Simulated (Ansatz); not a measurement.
C (graphite type, space group P6_3/mmc)

```
CELL_PARAMETERS angstrom
      2.45828     0.00000     0.00000
     -1.22914     2.12894     0.00000
      0.00000     0.00000     6.56476
ATOMIC_POSITIONS crystal
  C  0.00000 0.00000 0.25000
  C  0.00000 0.00000 0.75000
  C  0.33333 0.66667 0.25000
  C  0.66667 0.33333 0.75000
```

E(V) scan at fixed shape, V₀ the volume above. Symmetry pins the atoms to their sites.

These are PBEsol-D3(BJ) (plane waves to 420 eV, PAW, scalar-relativistic; Ansatz, a quantum-chemistry and plane-wave program) values and carry that method's errors. k mesh 16×16×6 (Γ-centred), Fermi-Dirac smearing 0.05 eV. Energies are smeared free energies. Compression counts positive. C was relaxed with its symmetry unable to fall. ΔE is measured from the relaxed starting cell.

Predict the ΔE (meV/atom) and P (GPa) at V/V₀ = 0.920, 1.040, 1.060, 1.080, 1.100.


| V/V₀ | ΔE (meV/atom) | P (GPa) |
|---|---|---|
| 0.920 | 59 | 29.5 |
| 1.040 | 12 | -11.0 |
| 1.060 | 27 | -15.8 |
| 1.080 | 46 | -20.1 |
| 1.100 | 69 | -24.0 |

(A scan under strain: stresses follow from slopes of the energy per volume, elastic moduli from its curvatures.)
